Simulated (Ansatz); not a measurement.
SiSnGeC:
```
CELL_PARAMETERS angstrom
      1.86773     1.07833     6.12740
     -1.86773     1.07833     6.12740
      0.00000    -2.15667     6.12740
ATOMIC_POSITIONS crystal
  C  0.00877 0.00877 0.00877
  Si 0.11151 0.11151 0.11151
  Ge 0.49337 0.49337 0.49337
  Sn 0.63635 0.63635 0.63635
```

Relaxed with r²SCAN.

Q: Give the Bader charges and basin volumes of the independent atoms, plane-wave PAW r²SCAN (Ansatz code).

A: 

```tsv
atom	Bader charge (e)	Bader volume (Å³)
C1	-1.77	17.4
Si2	+1.21	12.6
Ge3	-0.65	23.7
Sn4	+1.22	20.3
```

Space group R3m. The start of the workflow was typed in or built on a structure type; neither database checked (COD, Materials Project) lists it. Whether it is the stable phase at ambient conditions was not checked. The cell was relaxed with r²SCAN under the symmetry of its start; whether a distortion lowers the energy is not shown. The volume moved by 22 % from the start of the relaxation. Its formation energy is positive at this level, so the cell may be metastable or incomplete. Spin–orbit coupling is left out wherever it is not named.

Potentials: the later of the program's two PAW sets.
